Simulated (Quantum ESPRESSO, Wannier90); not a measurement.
## Wannierisation of MgS (rock salt)

```
MgS
1.0
    0.00000     2.60440     2.60440
    2.60440     0.00000     2.60440
    2.60440     2.60440     0.00000
Mg S
1 1
Direct
  0.00000   0.00000   0.00000
  0.50000   0.50000   0.50000
```

Cell from Materials Project (mp-1315), symmetrised, no further relaxation. COD (Crystallography Open Database) has an entry of this formula and space group (matched by these alone). Level: LDA, no spin polarisation, no spin-orbit coupling; pw.x of Quantum ESPRESSO at 68 Ry with PseudoDojo potentials, 8×8×8 k-points, Wannier90. Density: 10×10×10 mesh, cold smearing 0.01 Ry.

The lattice is scaled uniformly with fixed fractional positions, and at each scale an atom-like model (Mg sp, S sp; disentangled, num_iter = 0) is made. Listed is the largest hopping of each kind of orbital pair shown, with the distance of the two functions' centres at scale 1; the mesh was not varied.

```tsv
scale	gap (eV)	modulus of t, S2 pz–Mg1 s at 2.60 Å (eV)	modulus of t, S2 s–Mg1 s at 2.60 Å (eV)
0.950	2.859	2.188	1.185
0.975	2.706	2.037	1.054
1.000	2.551	1.885	0.946
1.025	2.393	1.744	0.849
1.050	2.235	1.613	0.763
```

Problem. With |t| ∝ d^(−η), find η for each hopping from the ends of the series, and the volume deformation potential of the gap at scale 1.

Solution. 
- S2 pz–Mg1 s at 2.60 Å: η = −ln(1.613/2.188)/ln(1.050/0.950) = 3.0
- S2 s–Mg1 s at 2.60 Å: η = −ln(0.763/1.185)/ln(1.050/0.950) = 4.4
Harrison's rules would take η = 2.0, 2.0 for these pairs; they describe atomic orbitals, while these are orthogonalised and change shape with the volume.
Volume deformation potential of the gap: dE_g/d ln V = (2.393 − 2.706)/(3 ln(1.025/0.975)) = -2.1 eV.
